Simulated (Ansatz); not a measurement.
**Ag: Boltzmann equation against the high-temperature formula (computed with Ansatz 0.2.0)**

Space group Fm-3m (No. 225), 1 atom in the cell of the first input below: a = 2.932 Å, b = 2.932 Å, c = 2.932 Å, α = 60.00°, β = 60.00°, γ = 60.00°.

The cell was built from a prototype of a structure type listed for this element, relaxed without spin–orbit coupling to zero pressure (pressure 0.1 GPa with this functional, without spin–orbit coupling). Functional: PBE.

Input:

```yaml
crystal:
  lattice:
    - [0.0, 2.0734155408, 2.0734155408]
    - [2.0734155408, 0.0, 2.0734155408]
    - [2.0734155408, 2.0734155408, 0.0]
  atoms:
    - { symbol: Ag, position: [0.0, 0.0, 0.0] }
basis:
  ecutwfc: 420
  ecutrho_ratio: 4
kpoints:
  mp_grid: { grid: [15, 15, 15] }
hamiltonian:
  xc: pbe
scf:
  occupations: { method: methfessel_paxton, width: 0.2 }
output: {}
phonons:
  supercell: [3, 3, 3]
  qpath:
    path:
      - [[0.0, 0.0, 0.0], [0.5, 0.0, 0.5], [0.625, 0.25, 0.625]]
      - [[0.375, 0.375, 0.75], [0.0, 0.0, 0.0], [0.5, 0.5, 0.5], [0.5, 0.25, 0.75], [0.5, 0.0, 0.5]]
    npoints: 6
  electrical_resistivity: { mesh: [30, 30, 30], temperatures: [50, 100, 200, 300, 500] }
  superconductivity: { mesh: [30, 30, 30], eliashberg_equations: false }
```

```bash
ansatz run input.yaml --threads 8 --pin off --max-ram 15360MiB --backend cpu --events-out ev --progress --plain --runs-dir out
```

Time: 110 s on 8 threads of Arm Neoverse V2, with other jobs on the host, peak memory 7.9 GiB.

λ_tr,xx from the finest mesh down: 0.132, 0.139. The next coarser mesh moves the resistivity at 300 K by 5 % along the axis that moves most.

The run gives λ_tr,xx = 0.132 and a Drude plasma energy ħω_p,xx = 8.96 eV.

Problem. Estimate the resistivity along x at 300 K from the high-temperature formula.

Solution. ħ/τ = 2π λ_tr k_B T = 0.0214 eV and ρ = 1/(ε0 ω_p² τ) = 1.98 μΩ cm. The Boltzmann solution gives 1.92 μΩ cm, so the estimate is 3 % high, which is less than the mesh moves the solution along x.

```csv
T (K),ρ_xx (μΩ cm),ρ_zz (μΩ cm),"formula, xx","R_H, field along x, y or z (10⁻¹¹ m³/C)"
50,0.15,0.15,0.33,-9.61
100,0.54,0.54,0.66,-8.77
200,1.25,1.25,1.32,-8.62
300,1.92,1.92,1.98,-8.61
500,3.24,3.24,3.30,-8.62
```

At 300 K the next coarser mesh moves R_H by up to 3 %.

At 50 K the solution is 0.46 times the linear formula, and at 500 K 0.98 times. The formula is meant for temperatures above the phonon energies and for bands that vary little within k_B T.

Caveats: not converged in the fine mesh; small supercell, couplings not converged in it.
